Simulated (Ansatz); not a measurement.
Starting cell, AlRu (CsCl type):

```
CELL_PARAMETERS angstrom
      5.96504     0.00000     0.00000
      2.98252     2.98252     0.00000
      0.00000     0.00000     2.98252
ATOMIC_POSITIONS crystal
  Al 0.00000 0.00000 0.00000
  Al 0.50000 0.00000 0.00000
  Ru 0.00000 0.50000 0.50000
  Ru 0.50000 0.50000 0.50000
```

The atoms are displaced by Q × the pattern below (from a DFPT mode at M = (0.5, 0.5, 0.0), largest move 1; Q in Å), at fixed cell. It is one choice among 2 degenerate patterns. (q is in reciprocal vectors of the primitive cell; the cell shown is doubled to hold the pattern.)

```csv
atom,x,y,z
Al1,-1.000,0.000,0.000
Al2,1.000,0.000,0.000
Ru3,0.000,-0.855,0.000
Ru4,0.000,0.855,0.000
```

All values below come from r2SCAN (plane waves to 500 eV, PAW, scalar-relativistic; Ansatz, a program for electronic structure). k mesh 16×16×16 (Γ-centred), Fermi-Dirac smearing 0.05 eV. Energies are smeared free energies. With partly filled bands, energies and forces of such displacements shift with the k mesh and the smearing. AlRu is run without spin polarisation. AlRu was relaxed with its symmetry unable to fall. ΔE is measured from the undisplaced structure.

The scan covers Q from -0.180 to 0.180 Å in 13 points.

### Question
Which space group does the distorted structure have?

### Answer
Cmmm (No. 65), lowered from Pm-3m.

### Question
What is the energy change at Q = 0.180 Å?

### Answer
192 meV/cell.

### Question
What harmonic wavenumber does the curvature at Q = 0 give?

### Answer
112 cm⁻¹.

(For displaced atoms, the force is minus the slope of the energy, and its curvature is a force constant, which sets phonon frequencies.)
